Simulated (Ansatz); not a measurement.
Hf (hcp, Mg type)

```yaml
crystal:
  lattice:
    - [3.15907, 0.00000, 0.00000]
    - [-1.57954, 2.73584, 0.00000]
    - [0.00000, 0.00000, 4.99993]
  atoms:
    - { symbol: Hf, position: [0.33333, 0.66667, 0.75000] }
    - { symbol: Hf, position: [0.66667, 0.33333, 0.25000] }
```

The slice is a (0001) plane (indices of the conventional cell) through the point (0.333, 0.667, 0.750) (fractional), spanned by u = [110] and v = [1 -1 0] in vectors of this cell: u (3.16 Å) and v (5.47 Å, at 90° to u). It covers one period; positions are fractions (u, v).

Level of theory: PBEsol (plane waves to 420 eV, PAW, scalar-relativistic; Ansatz, a program for electronic structure). k mesh 17×17×9. Inside the PAW spheres the values are not all-electron values, and peaks at nuclei hang on which shells count as valence. Hf is run without spin polarisation. Hf was relaxed with its symmetry unable to fall. Spin-orbit coupling is left out, though Hf is heavy.

Question: What is the ELF at the midpoint of the shortest Hf–Hf line in this plane (3.16 Å)?

Answer: 0.28.

Question: What is the valence density on the shortest Hf–Hf line in this plane (3.16 Å), at its midpoint?

Answer: 0.20 e/Å³.

Question: Sketch the valence electron density on this plane as a map.

Answer: 
```tsv
v \ u	0.00	0.17	0.33	0.50	0.67	0.83
0.90	1.0	0.5	-0.5	-0.6	-0.5	0.5
0.80	-0.4	-0.6	-0.6	-0.6	-0.6	-0.6
0.70	-0.8	-0.8	-0.5	-0.3	-0.5	-0.8
0.60	-0.8	-0.6	0.5	1.0	0.5	-0.6
0.50	-0.7	-0.3	1.0	1.6	1.0	-0.3
0.40	-0.6	-0.5	0.5	1.0	0.5	-0.5
0.30	-0.6	-0.6	-0.6	-0.4	-0.6	-0.6
0.20	-0.3	-0.5	-0.8	-0.8	-0.8	-0.5
0.10	1.0	0.5	-0.6	-0.8	-0.6	0.5
0.00	1.6	1.0	-0.3	-0.7	-0.3	1.0
```

Values: log₁₀ of the valence density in e/Å³. The scale is logarithmic, as a density can span decades between atoms and voids.
